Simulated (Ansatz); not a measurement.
Sn:
```yaml
crystal:
  lattice:
    - [2.35149, -6.52632, 0.00000]
    - [2.35149, 6.52632, 0.00000]
    - [0.00000, 0.00000, 15.52515]
  atoms:
    - { symbol: Sn, position: [0.75597, 0.24403, 0.44526] }
    - { symbol: Sn, position: [0.24403, 0.75597, 0.55474] }
    - { symbol: Sn, position: [0.24403, 0.75597, 0.94526] }
    - { symbol: Sn, position: [0.75597, 0.24403, 0.05474] }
    - { symbol: Sn, position: [0.42953, 0.57047, 0.65743] }
    - { symbol: Sn, position: [0.57047, 0.42953, 0.34257] }
    - { symbol: Sn, position: [0.57047, 0.42953, 0.15743] }
    - { symbol: Sn, position: [0.42953, 0.57047, 0.84257] }
    - { symbol: Sn, position: [0.97120, 0.02880, 0.40946] }
    - { symbol: Sn, position: [0.02880, 0.97120, 0.59054] }
    - { symbol: Sn, position: [0.02880, 0.97120, 0.90946] }
    - { symbol: Sn, position: [0.97120, 0.02880, 0.09054] }
```

Relaxed with PBE (plane waves, PAW; program Ansatz). Indices refer to the conventional cell of Cmcm, a = 4.703 Å, b = 13.053 Å, c = 15.525 Å, α = β = γ = 90.00°.

Task: Simulate the powder diffraction pattern (Co Kα, λ = 1.79026 Å; lines above 1 %) up to 2θ = 90°.

Result: Simulated powder pattern, Co Kα, λ = 1.79026 Å (kinematic, ideal powder, no thermal factors, no anomalous dispersion; the 30 strongest lines at most, above 1 %, up to 2θ = 90°):

```
2θ (°)  d (Å)  I/Imax (%)          hkl
------  -----  ----------  -----------
13.24   7.763          92        (002)
15.77   6.526          32        (020)
17.11   6.016          31        (021)
20.65   4.995          43        (022)
24.29   4.255          92        (111)
26.67   3.881          38        (004)
26.93   3.844          73        (112)
30.87   3.363         100        (113)
31.13   3.336          60        (024)
31.84   3.263          44        (040)
32.56   3.194          18  (041)+(130)
33.25   3.128          38        (131)
34.62   3.008          40        (042)
37.23   2.804          21        (025)
41.24   2.542          15        (115)
44.75   2.351          67        (200)
46.18   2.282          27        (150)
46.71   2.258          53        (151)
47.25   2.234          84        (116)
47.42   2.226          80        (135)
50.76   2.088          64        (153)
52.40   2.027          18        (046)
52.88   2.010          18        (136)
55.52   1.922          24        (224)
55.97   1.908          18        (240)
57.78   1.853          19        (242)
75.33   1.465          16     (1 1 10)
84.31   1.334          16        (316)
84.43   1.332          16        (335)
86.97   1.301          14        (353)
```

The start of the workflow was typed in or built on a structure type; neither database checked (COD, Materials Project) lists it. It is not the phase usual at ambient conditions (space group No. 141). Symmetry was held in the PBE relaxation; its stability against distortions is not shown here. Axis ratios of metals converge slowly with the k-mesh, so a and c are less sure than the volume. Scalar-relativistic: spin–orbit coupling is off unless named, which matters more the heavier the elements.

Potentials: the earlier of the program's two PAW sets.
